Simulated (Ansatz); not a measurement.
This is a one-shot G0W0 calculation with Ansatz 0.2.0 on an ordered 4-atom cell of SiC3 on the diamond lattice (R3m); the level of theory is G0W0@PBE with 52 empty bands, a screening cutoff of 80 eV and a 6×6×6 mesh. Cell and atoms come from a relaxation with r2SCAN.

Input (YAML):
```yaml
crystal:
  lattice:
    - [1.4154339591, 0.8172011773, 4.6700734309]
    - [-1.4154339591, 0.8172011773, 4.6700734309]
    - [0.0, -1.6344023546, 4.6700734309]
  atoms:
    - { symbol: C, position: [1.0082378925, 0.0082378925, 0.0082378925] }
    - { symbol: C, position: [0.4889604675, 0.4889604675, 0.4889604675] }
    - { symbol: C, position: [0.3791724032, 0.3791724032, 0.3791724032] }
    - { symbol: Si, position: [0.8736292368, 0.8736292368, 0.8736292368] }
kpoints:
  mp_grid: { grid: [6, 6, 6] }
hamiltonian:
  xc: pbe
scf:
  occupations: { method: fixed }
gw:
  n_empty_bands: 52
  ecut_chi: 80
  qp_bands: [v2, c2]
  qp_kpoints: band_edges
  screening: { model: contour_deformation }
```

Run as `ansatz run input.yaml --threads 2 --pin off --max-ram 3686MiB --backend cpu --events-out ev --progress --plain --runs-dir out`. It took 61 s on 2 threads of Arm Neoverse V1 (shared host), load about 0.5 per core; peak host memory 0.31 GiB.

Question: What will the output look like, and what does it show?

Answer: Abridged output:
```
Pseudopotential: C, paw, valence charge 4, recommended cutoff 420 eV (normal)
Pseudopotential: Si, paw, valence charge 4, recommended cutoff 420 eV (normal)
Functional definition: PBE
Crystal: 4 atoms, lattice volume = 32.411 Å³
Basis set: ecut = 420 eV, 663 PW (Γ)
Bands: 12, of which v1, the nominal top of the filled ones, is band 8 counted from 1 (7 counted from 0)
Symmetry: 6 space group operations
Space group: R3m (ITA 160)
k-points: 32 of 216 (time reversal used)
SCF converged after 7 iterations
Free energy (F): -1386.545572 eV
Fermi energy:    11.280990 eV
--- G₀W₀: contour deformation, 6 samples at zero and on the imaginary axis and 1 off it, 216 q-points, 52 empty bands' worth ---
    ik  band        ε_KS         Σx   Σc(E_QP)       V_xc       Z   E_QP_lin       E_QP  E_QP is
     0     7     11.2810   -18.8995     2.3259   -16.5292  0.8035    11.2366    11.2366  root
     0     8     11.2810   -18.8995     2.3259   -16.5292  0.8035    11.2366    11.2366  root
     0     9     15.1261   -11.0981    -4.8071   -16.9726  0.7944    16.2026    16.1934  root
     0    10     15.9840    -9.1214    -4.9392   -15.2788  0.7981    17.2145    17.2021  root
     1     7      9.8529   -19.2864     2.5984   -16.5400  0.7991     9.7048     9.7049  root
     1     8     10.4471   -18.9449     2.5527   -16.2352  0.8003    10.2901    10.2903  root
     1     9     15.3884    -9.3728    -4.8342   -15.2932  0.8000    16.4840    16.4746  root
     1    10     16.2104    -8.6920    -4.8209   -14.4417  0.8018    17.1476    17.1393  root
     2     7      8.0882   -19.5101     3.0996   -16.1027  0.7881     7.7797     7.7805  root
     2     8      9.2918   -19.2125     2.9371   -15.9771  0.7936     8.9928     8.9935  root
     2     9     14.7438    -8.7006    -4.6042   -14.1860  0.8087    15.6307    15.6250  root
     2    10     15.7297    -8.0756    -4.7361   -13.6612  0.8072    16.5856    16.5793  root
     3     7      6.3368   -19.2945     3.4149   -15.5560  0.7774     6.0122     6.0132  root
     3     8      8.8390   -19.3370     3.0881   -15.9019  0.7906     8.4909     8.4920  root
     3     9     14.5028    -8.5731    -4.5131   -13.9103  0.8112    15.3316    15.3268  root
     3    10     15.3897    -7.7411    -4.7245   -13.2736  0.8103    16.2030    16.1976  root
     4     7      9.9174   -19.0135     2.5259   -16.3474  0.8000     9.7771     9.7772  root
     4     8     10.7530   -18.9755     2.4621   -16.4041  0.8016    10.6437    10.6438  root
     4     9     15.1981    -9.4370    -4.7293   -15.1758  0.8025    16.2155    16.2076  root
     4    10     16.5686    -8.7804    -5.0380   -14.8947  0.7938    17.6566    17.6449  root
     9     7      9.1303   -19.2002     2.7829   -16.2008  0.7955     8.9134     8.9138  root
     9     8      9.9678   -19.2233     2.7106   -16.3176  0.7978     9.7725     9.7728  root
     9     9     13.9013    -8.5843    -4.3507   -13.6998  0.8147    14.6699    14.6661  root
     9    10     15.4264    -8.4570    -4.7222   -14.0411  0.8050    16.2946    16.2883  root
    12     7      8.9297   -19.2237     2.8740   -16.0962  0.7935     8.6756     8.6761  root
    12     8      9.6576   -19.3532     2.8161   -16.3120  0.7961     9.4321     9.4324  root
    12     9     12.8705    -7.9004    -4.0985   -12.5801  0.8221    13.4536    13.4516  root
    12    10     13.9458    -8.6705    -4.3936   -13.8337  0.8154    14.7191    14.7153  root
    13     7     11.1895   -18.9047     2.3445   -16.5050  0.8031    11.1343    11.1343  root
    13     8     11.1895   -18.9047     2.3445   -16.5050  0.8031    11.1343    11.1343  root
    13     9     15.1653   -11.0560    -4.8376   -16.9863  0.7935    16.2677    16.2580  root
    13    10     16.1333    -9.1153    -4.9919   -15.3380  0.7967    17.3772    17.3641  root
    18     7      9.0927   -18.6711     2.7132   -15.6910  0.7949     8.8252     8.8258  root
    18     8     10.8610   -19.0758     2.4535   -16.5304  0.8018    10.7690    10.7691  root
    18     9     15.0861    -9.4232    -4.6230   -15.0321  0.8034    16.0794    16.0719  root
    18    10     16.6746    -9.1920    -5.1265   -15.4376  0.7896    17.8066    17.7937  root
  […]
```
Only the leading digits can be foreseen; the rest is this run's record.

The points are ik 0 = (0, 0, 0) (Γ), ik 1 = (0, 0, 1/6), ik 2 = (0, 0, 1/3), ik 3 = (0, 0, -1/2), ik 4 = (0, 1/6, 1/6), ik 9 = (0, 1/3, 1/3), ik 12 = (0, -1/2, -1/2), ik 13 = (1/6, 1/6, 1/6), ik 18 = (1/6, 1/3, 1/3), ik 22 = (1/6, -1/2, -1/2), ik 24 = (1/6, -1/2, -1/6), ik 25 = (1/6, -1/3, -1/3); band 8 is the last filled one.

The quasiparticle gap on this mesh is 2.22 eV (Γ to k = (0, -1/2, -1/2)), against 1.59 eV from PBE: +0.63 eV. Renormalisation factors Z lie between 0.78 and 0.82. G0W0 here is at a finite number of bands, screening cutoff and k mesh, not at the basis limit.

Note: simulated data, non-magnetic, for a generated structure that need not be the stable one.
